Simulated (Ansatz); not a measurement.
BN: computed property card

BN:
```
CELL_PARAMETERS angstrom
      0.00000     1.75171     1.75171
      1.75171     0.00000     1.75171
      1.75171     1.75171     0.00000
ATOMIC_POSITIONS crystal
  N  0.00000 0.00000 0.00000
  B  0.50000 0.50000 0.50000
```

Space group Fm-3m (No. 225), rock salt; conventional cell a = 3.5034 Å, b = 3.5034 Å, c = 3.5034 Å, α = 90.00°, β = 90.00°, γ = 90.00°.

Method: PBE in the plane-wave PAW code Ansatz. The cell and atoms are relaxed at this level. Other levels are named where they apply.

**Cell and energy**

```json
{
  "volume_per_atom": "5.38 Å³",
  "density": "3.83 g/cm³",
  "Formation energy from the elements (no fitted shifts)": "585 meV/atom"
}
```

**Electronic structure**

```json
{
 "band_gap": "1.13 eV (indirect)",
 "valence_band_maximum": "on the K–Γ line, 55 % of the way from K",
 "conduction_band_minimum": "at X (3 equivalent valleys)",
 "smallest_direct_gap_on_the_standard_path": "5.83 eV",
 "electron_effective_mass": "0.33, 0.33, 1.6 mₑ (principal values)",
 "hole_effective_mass": "0.22, 0.61, 1.6 mₑ (principal values)",
 "HSE06 gap on the PBE cell": "2.10 eV"
}
```

**Mechanics**

```json
{
 "Bulk modulus (Birch–Murnaghan fit)": "379 GPa",
 "Pressure derivative B′": "3.9",
 "Elastic constants (relaxed ions, GPa)": "C11 = 521, C12 = 309, C44 = 619",
 "mechanical_stability": "stable (all eigenvalues of C positive)",
 "hill_bulk_and_shear_moduli": "379 and 313 GPa",
 "Young's modulus": "736 GPa",
 "Poisson's ratio": "0.18",
 "debye_temperature_from_the_elastic_constants": "1690 K"
}
```

**Dielectric response**

```json
{
 "Electronic dielectric constant ε∞ (DFPT)": "8.67",
 "Born charges (a third of the trace)": "N -3.89, B +3.89 e"
}
```

**Phonons**

```json
{
 "zone_centre_stability": "unstable, softest mode 713i cm⁻¹",
 "dynamical_stability_on_the_path": "unstable, down to 713i cm⁻¹"
}
```

**Charges**

```json
{
 "bader_charges": "N -1.97, B +1.97 e"
}
```

The cell is a constructed one: a structure type filled with these elements; neither database checked (COD, Materials Project) lists it. It is not the phase usual at ambient conditions (space group No. 186, 194, 216). Symmetry was held in the PBE relaxation. The references are the lowest solids computed at this level, not always the standard phases (solids in place of the gases).

Potentials: the later of the program's two PAW sets.
